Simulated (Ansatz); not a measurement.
B$_{2}$W:
```yaml
crystal:
  lattice:
    - [3.00121, 0.00000, 0.00000]
    - [-1.50061, 2.59913, 0.00000]
    - [0.00000, 0.00000, 3.36460]
  atoms:
    - { symbol: W, position: [0.00000, 0.00000, 0.00000] }
    - { symbol: B, position: [0.33333, 0.66667, 0.50000] }
    - { symbol: B, position: [0.66667, 0.33333, 0.50000] }
```

Relaxed with r²SCAN.

**Question.** Give the Bader charges and basin volumes of the independent atoms, DFT-r²SCAN in the program Ansatz with PAW potentials.

**Answer.** 

```json
[
 {"atom": "W1", "Bader charge (e)": "+1.15", "Bader volume (Å³)": "12.0"},
 {"atom": "B2", "Bader charge (e)": "-0.58", "Bader volume (Å³)": "7.1"}
]
```

Space group P6/mmm. The workflow started from an entry of the Crystallography Open Database (COD), which files this formula under 2 space groups. Whether it is the stable phase at ambient conditions was not checked. The r²SCAN relaxation kept the symmetry of its start; its stability against distortions is not shown here. No spin polarisation was allowed. Spin–orbit coupling is left out wherever it is not named.

Potentials: the later of the program's two PAW sets.
